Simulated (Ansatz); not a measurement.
# Collinear states of CuO₂

Level of theory: DFT PBE, scalar-relativistic, plane waves, PAW in Ansatz 0.2.0.

```yaml
crystal:
  lattice:
    - [1.41261, -5.21075, 0.00000]
    - [1.41261, 5.21075, 0.00000]
    - [0.00000, 0.00000, 4.34342]
  atoms:
    - { symbol: Cu, position: [0.83275, 0.16725, 0.25000] }
    - { symbol: Cu, position: [0.16725, 0.83275, 0.75000] }
    - { symbol: O, position: [0.44851, 0.55149, 0.25000] }
    - { symbol: O, position: [0.55149, 0.44851, 0.75000] }
    - { symbol: O, position: [0.21103, 0.78897, 0.25000] }
    - { symbol: O, position: [0.78897, 0.21103, 0.75000] }
```

The plane-wave cutoff is 420 eV, the Γ-centred k-mesh is 14×14×8 and the occupation rule is Gaussian smearing, 0.1 eV. The list of starting moments (μB, in atom order) is 1 1 0 0 0 0 and the check for lower electronic states after the SCF is off.

All runs keep this geometry, which isn't relaxed for the lowest state (largest force there 0.269 eV/Å, pressure -1.2 GPa) and needn't be a stable compound; relaxing each order can shift differences of a few meV. The large starts are 2.5 2.5 0 0 0 0 μB. The small starts are 0.5 0.5 0 0 0 0 μB. Site moments are spin moments in atom-centred spheres that scale with the neighbour distance. The states are those that the runs reached from these starts; a lower one can exist. No antiferromagnetic start is among these.

**Question.** Starts tried: no spin; ferromagnetic; large parallel starting moments; small parallel starting moments. Which state comes out lowest, and what are the moments?

**Answer.** The lowest state is ferromagnetic, reached from the start “ferromagnetic” and the start “large parallel starting moments”, with site moments (μB) O +0.36 (×2). The moments started on Cu and end on O, so other orders of the latter weren't tried.

| start | ends | energy above lowest (meV/atom) | site moments (μB) | gap on mesh (eV) | P (GPa) |
| --- | --- | --- | --- | --- | --- |
| no spin | non-magnetic | 6.12 | none over 0.05 | metal | -1.7 |
| ferromagnetic | ferromagnetic | 0.00 | O +0.36 (×2) | metal | -1.2 |
| large parallel starting moments | ferromagnetic | 0.00 | O +0.36 (×2) | metal | -1.2 |
| small parallel starting moments | non-magnetic | 6.12 | none over 0.05 | metal | -1.7 |

1 further run of this set isn't shown.